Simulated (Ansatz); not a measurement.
TiTe2 (CdI2 type)

Space group P-3m1 (No. 164); a = 3.7840 Å, b = 3.7840 Å, c = 6.6016 Å, α = 90.00°, β = 90.00°, γ = 120.00°

| atom | site | symmetry | x | y | z |
|---|---|---|---|---|---|
| Ti | 1a | -3m. | 0.0000 | 0.0000 | 0.0000 |
| Te | 2d | 3m. | 0.3333 | 0.6667 | 0.2569 |

The volume is varied about the relaxed value V₀ at fixed cell shape. The atoms relax within the cell's symmetry.

The numbers are results of r2SCAN+rVV10 (plane waves to 500 eV, PAW, scalar-relativistic; Ansatz, an electronic-structure program), not measurements. k mesh 14×14×7 (Γ-centred), Fermi-Dirac smearing 0.05 eV. The energy includes the smearing's −TS. Spin-orbit coupling is left out, though Te is heavy. TiTe2 is run without spin polarisation. TiTe2 was relaxed with its symmetry unable to fall. ΔE is measured from the relaxed starting cell.

Q: What ΔE (kJ/mol of atoms) does the calculation give at V/V₀ = 0.904, 0.936, 1.096, 1.128, 1.160?

A: 
```json
[
 {"V/V₀": "0.904", "ΔE (kJ/mol of atoms)": "3.2"},
 {"V/V₀": "0.936", "ΔE (kJ/mol of atoms)": "1.3"},
 {"V/V₀": "1.096", "ΔE (kJ/mol of atoms)": "2.1"},
 {"V/V₀": "1.128", "ΔE (kJ/mol of atoms)": "3.6"},
 {"V/V₀": "1.160", "ΔE (kJ/mol of atoms)": "5.3"}
]
```

(Under strain, the slope of the energy per volume gives the stress and its curvature an elastic modulus.)
